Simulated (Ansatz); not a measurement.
## Relaxing ZnNi

These are results of Ansatz, DFT r2SCAN, scalar-relativistic, plane waves, PAW, not measurements. Run with 500 eV cutoff, 20×20×16 k-mesh, Gaussian smearing of 0.10 eV, no spin polarisation.

What was changed: uniaxial strain along c, with a, b and atoms relaxed: +1.0 %.

Command:

```bash
ansatz run input.yaml --threads 1 --pin off --max-ram 2560MiB --backend cpu --events-out ev --progress --plain --runs-dir out
```

Input:

```yaml
crystal:
  lattice:
    - [2.6859791612, 0.0, 0.0]
    - [0.0, 2.6859791612, 0.0]
    - [0.0, 0.0, 3.2206396409]
  atoms:
    - { symbol: Zn, position: [0.5, 0.5, 0.5] }
    - { symbol: Ni, position: [0.0, 0.0, 0.0] }
basis:
  ecutwfc: 500
kpoints:
  mp_grid: { grid: [20, 20, 16] }
hamiltonian:
  xc: r2scan
scf:
  occupations: { method: gaussian, width: 0.1 }
output:
  forces: true
  stress: true
  eigenvalues: true
relax:
  adjacent_minimum: "off"
  f_tol: 0.008
  max_steps: 40
  cell: { stress_tol: 0.015, fix: [c, angles] }
```

F is the free energy. Steps run on the plane waves of an earlier cell, but the last one, and at times one on the way, on a freshly chosen basis, so a repeated geometry can differ a little in energy. The held parts of the cell keep their stress, so P needn't end at zero.

Steps:

```
step F − F(1) (eV) largest force component (eV/Å) V (Å³/atom) P (GPa)
   1         0.0000                           0.000       11.618    -0.80
   2        -0.0002                           0.000       11.596    -0.49
   3        -0.0002                           0.000       11.577    -0.21
   4        -0.0002                           0.000       11.577    -0.21
```

Relaxed structure:

```cif
data_structure
_symmetry_space_group_name_H-M 'P 1'
_symmetry_Int_Tables_number 1
_cell_length_a 2.6812
_cell_length_b 2.6812
_cell_length_c 3.2206
_cell_angle_alpha 90.000
_cell_angle_beta 90.000
_cell_angle_gamma 90.000
_cell_volume 23.15
loop_
_atom_site_label
_atom_site_type_symbol
_atom_site_fract_x
_atom_site_fract_y
_atom_site_fract_z
_atom_site_occupancy
Zn1 Zn 0.50000 0.50000 0.50000 1
Ni1 Ni 0.00000 0.00000 0.00000 1
```

It takes space group P4/mmm (No. 123, tetragonal). Conventional cell: a = 2.681 Å, b = 2.681 Å, c = 3.221 Å, α = 90.00°, β = 90.00°, γ = 90.00°. Zn (site symmetry 4/mmm) has 8 Ni at 2.49 Å and 4 Zn at 2.68 Å as nearest neighbours. Ni (site symmetry 4/mmm) is surrounded by 8 Zn at 2.49 Å and 4 Ni at 2.68 Å.

The run converged. The run took 2.1 min on 1 thread of Arm Neoverse V2, with other jobs on the host, peak memory 0.62 GiB.